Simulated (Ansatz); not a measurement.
The start is a relaxed Pt cell displaced along its unstable phonon at q = (½, ½, 0) of its primitive reciprocal cell (47i cm⁻¹), largest move 0.15 Å. A full variable-cell relaxation at zero pressure is run with r2SCAN (plane waves to 500 eV, PAW, scalar-relativistic; Ansatz, an electronic-structure program). The first steps use a coarse 12×12×12 k-mesh.

Input geometry:
```
Pt
1.0
    5.20707     0.00000     0.00000
    2.60354     2.60354     0.00000
    0.00000     0.00000     2.60354
Pt
2
Direct
  0.00000   0.00000   0.05761
  0.50000   0.00000   0.94239
```

What is the largest force in the starting geometry, and on which atom (counted from 1)?

0.36 eV/Å, on Pt1, Pt2 (atoms numbered as listed).

How much energy is released per atom?

0.41 eV/atom.

Does it find its way back to the structure it was made from?

It does not go back: it reaches I4/mmm (No. 139), AFLOW prototype A_tI2_139_a (A_a), 0.43 eV/atom below the parent.

How do the shortest distances between atoms change?

The closest pairs of elements (up to four, under 3.6 Å), start → end: Pt–Pt 2.60 → 2.71 Å.

Write out the relaxed structure.


```cif
data_Pt2
_chemical_formula_sum 'Pt2'
_space_group_name_H-M_alt 'I4/mmm'
_space_group_IT_number 139
_space_group_name_Hall '-I 4 2'
_cell_length_a 3.37703
_cell_length_b 3.37703
_cell_length_c 2.71379
_cell_angle_alpha 90.000
_cell_angle_beta 90.000
_cell_angle_gamma 90.000
loop_
_atom_site_label
_atom_site_type_symbol
_atom_site_symmetry_multiplicity
_atom_site_Wyckoff_symbol
_atom_site_fract_x
_atom_site_fract_y
_atom_site_fract_z
_atom_site_occupancy
Pt1 Pt 2 a 0.00000 0.00000 0.00000 1
```
(The calculation used a cell of 1 atom; values per cell refer to that cell.)

Final values are on a 22×22×22 k-mesh of the relaxed cell. No spin polarisation in the result.

The run could not lose the symmetry of its start, so the end can be a saddle point.

The relaxed structure here is a generated cell of Pt: the first start was made by placing the elements on the sites of a structure type, and the end was not matched to a known phase here, so it may be hypothetical. Known forms of Pt include space group No. 225.
